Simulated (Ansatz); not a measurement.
Ag, DFT, LDA, all-electron LAPW, scalar-relativistic (Ansatz 0.2.0), run on 1 thread of Intel(R) Xeon(R) Platinum 8488C (Sapphire Rapids) on a shared host.

The cell comes from COD entry 1509145, which wasn't checked; take it as a given geometry. The listed cell was then made from it by scaling, straining or moving an atom.

Command: `ansatz run input.yaml --threads 1 --pin off --max-ram 3072MiB --backend cpu --events-out ev --progress --plain --runs-dir out`

```yaml
crystal:
  lattice:
    - [2.9397323648, 0.0, 0.0]
    - [-1.4698661824, 2.5458829083, 0.0]
    - [0.0, 0.0, 4.8059137382]
  atoms:
    - { symbol: Ag, position: [0.3333333333, 0.6666666667, 0.25] }
    - { symbol: Ag, position: [0.6666666667, 0.3333333333, 0.75] }
kpoints:
  mp_grid: { grid: [14, 14, 8] }
  band_path:
    path:
      - [0.0, 0.0, 0.0]
      - [0.5, 0.0, 0.0]
      - [0.3333333333, 0.3333333333, 0.0]
      - [0.0, 0.0, 0.0]
      - [0.0, 0.0, 0.5]
      - [0.5, 0.0, 0.5]
      - [0.3333333333, 0.3333333333, 0.5]
      - [0.0, 0.0, 0.5]
      - [0.5, 0.0, 0.5]
    npoints: 5
scf:
  occupations: { method: fermi_dirac, width: 0.05 }
hamiltonian:
  xc: lda
  pseudopotentials: { kind: all_electron, lapw: { basis_error: 0.00025 } }
output:
  forces: true
  stress: true
  eigenvalues: true
```

Question: How large is the problem that the program sets up?

Answer: 120 irreducible k-points, 337 plane waves at Γ, 23 bands.

Question: About how long does it take, and how much memory does it use?

Answer: 23 s of wall time for 8 SCF iterations, with a peak of 0.55 GiB. Times on shared machines scatter by tens of per cent.
